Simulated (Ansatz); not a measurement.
Input:

AlAg:
```
AlAg
1.0
    1.40957    -5.22800     0.00000
    1.40957     5.22800     0.00000
    0.00000     0.00000     4.48886
Ag Al
2 2
Direct
  0.66255   0.33745   0.25000
  0.33745   0.66255   0.75000
  0.92284   0.07716   0.25000
  0.07716   0.92284   0.75000
```

This is the PBEsol-relaxed structure.

**Question.** All from PBEsol in the plane-wave PAW code Ansatz, unless another level is named. Estimate the density of states at the Fermi level.

**Answer.** 0.40 states/eV per atom (mean over ±0.08 eV).

**Question.** Give the formation energy from the elements (no fitted shifts).

**Answer.** 0.019 eV/atom.

Space group Cmcm. The start of the workflow was typed in or built on a structure type; neither database checked (COD, Materials Project) lists it. Its standing as an ambient phase is unchecked. Symmetry was held in the PBEsol relaxation; whether a distortion lowers the energy is not shown. No spin polarisation was allowed. The references are the lowest solids computed at this level, not always the standard phases. Scalar-relativistic: spin–orbit coupling is off unless named, which matters more the heavier the elements.

Potentials: the later of the program's two PAW sets.
